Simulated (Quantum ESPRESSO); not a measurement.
# MgHfOsRh3Al2: one composition in several site orders

Simulated, not a measurement. The program is pw.x of Quantum ESPRESSO 7.5 (plane-wave density functional theory). The cell is made up: eight metal atoms on a face-centred cubic lattice, with elements, volume, strain and displacements drawn at random and not relaxed, so it may be unstable or far from any real phase. PseudoDojo standard norm-conserving files set the functional (PBE unless stated); there is no spin polarisation or spin-orbit coupling, the Fermi-Dirac width of 0.25 eV means electrons at about 2900 K, and the masses in the input are unused placeholders. Heavy elements are run without spin-orbit coupling, which real alloys of them have. A spin test at this wide smearing found no moment, but such smearing suppresses magnetism that the real alloy may have.

The runs put one composition on the sites in different orders. Cell, positions, cutoff, mesh and smearing stay as in the input of run 1; sites are counted in its order. Stress in the tables is positive in tension.

Input of run 1:

```
&control calculation='scf', pseudo_dir='./dojo.nc.sr.pbe.v0_5.standard.upf', outdir='./o', disk_io='minimal', tprnfor=.true., tstress=.true. /
&system ibrav=0, nat=8, ntyp=5, nbnd=62, ecutwfc=87.97787729, nosym=.true., tot_charge=0,
 occupations='smearing', smearing='fd', degauss=0.0183746611
/
&electrons conv_thr=1.470e-08, electron_maxstep=70, mixing_beta=0.5 /
ATOMIC_SPECIES
Al 1.0 Al.upf
Hf 1.0 Hf.upf
Mg 1.0 Mg.upf
Os 1.0 Os.upf
Rh 1.0 Rh.upf
CELL_PARAMETERS angstrom
0.0 -1.9771 -1.9771
-3.9543 1.9771 -1.9771
5.9314 5.9314 -3.9543
ATOMIC_POSITIONS angstrom
Mg 0.0594 0.0176 -0.0313
Hf 0.0327 1.9137 -1.9198
Os -0.0662 3.9511 -3.8749
Rh 3.8509 3.9779 -3.9573
Rh -2.0354 -0.0656 -1.9418
Rh -2.0546 2.0186 -4.0339
Al 1.948 1.9181 -4.0044
Al 1.9614 3.8962 -5.9669
K_POINTS automatic
8 5 3 1 1 1
```

```
run  elements on sites 1 to 8  free energy less that of run 1 (eV)  -TS (eV)  pressure (GPa)  stress xx (GPa)  stress yy (GPa)  stress zz (GPa)  stress yz (GPa)  stress xz (GPa)  stress xy (GPa)  iterations
  1   Mg Hf Os Rh Rh Rh Al Al                                0.000    -1.207            0.93             7.81            -5.56            -5.04            -1.48             2.49            -1.82          18
  2   Hf Rh Rh Al Al Rh Mg Os                                1.309    -1.343            2.56            -1.67            -3.22            -2.78            -5.42            -1.47             1.29          16
  3   Os Rh Rh Mg Al Al Rh Hf                                1.520    -1.364            1.61             0.64            -2.93            -2.55            -4.34            -2.26             2.51          17
  4   Hf Os Al Rh Rh Al Mg Rh                                1.306    -1.283            2.80            -1.50            -3.38            -3.52            -5.16             0.87            -0.33          15
  5   Rh Rh Al Mg Hf Rh Al Os                                0.982    -1.287            3.46             0.47            -5.29            -5.57            -3.44            -2.81             2.86          18
  6   Al Rh Rh Os Mg Hf Rh Al                                1.281    -1.229            3.11            -0.52            -4.23            -4.59            -4.42             1.19            -0.32          18
```

Forces Fx Fy Fz (eV/Å):

| site | run 1 | run 2 | run 3 | run 4 | run 5 | run 6 |
| --- | --- | --- | --- | --- | --- | --- |
| 1 | -0.46 -1.13 1.11 | -0.42 -0.13 0.14 | -0.09 -0.56 0.59 | -2.01 -1.51 1.43 | -0.29 -0.32 0.26 | -2.32 -0.79 0.69 |
| 2 | -2.46 0.64 -0.94 | -1.65 0.28 -0.48 | -0.78 0.19 -0.35 | -0.90 0.48 -0.66 | -0.27 1.05 -1.23 | -1.02 0.25 -0.44 |
| 3 | 0.94 -0.17 -0.32 | 0.81 0.65 -1.27 | -0.09 -0.28 -0.31 | 1.13 0.34 -0.85 | 0.14 -0.56 0.14 | 0.57 0.05 -0.70 |
| 4 | -0.17 -0.50 0.32 | 0.53 -0.54 0.22 | 0.98 -1.02 0.48 | 0.67 -0.56 0.15 | 1.32 -0.73 0.36 | 0.72 -0.28 -0.10 |
| 5 | -0.19 0.04 -0.04 | 0.79 0.23 -0.19 | 1.82 1.06 -1.22 | 0.34 0.59 -0.59 | 0.67 1.47 -1.46 | 1.19 0.22 -0.25 |
| 6 | 1.08 0.02 0.28 | 0.94 -0.83 1.05 | 0.55 -0.02 0.17 | 1.45 -0.11 0.35 | 1.21 0.00 0.20 | 2.26 0.49 -0.23 |
| 7 | 1.49 1.03 -0.56 | -0.69 -0.12 0.60 | -0.16 0.51 0.14 | 0.19 0.79 -0.23 | -1.21 -0.26 0.72 | 0.17 0.76 0.05 |
| 8 | -0.22 0.07 0.13 | -0.31 0.46 -0.09 | -2.23 0.12 0.51 | -0.88 -0.02 0.41 | -1.57 -0.65 1.00 | -1.57 -0.70 0.98 |

The sites are displaced and not relaxed, so the energy differences hold strain from misfit and are not ordering energies. A rerun of one cell of this series at a higher cutoff and on a denser mesh moved values by no more than 0.013 eV in energy, 0.10 GPa in stress and 0.012 eV/Å in force, and a second program with other atomic files agreed on that cell to 2 % rms in force and 0.5 GPa in pressure.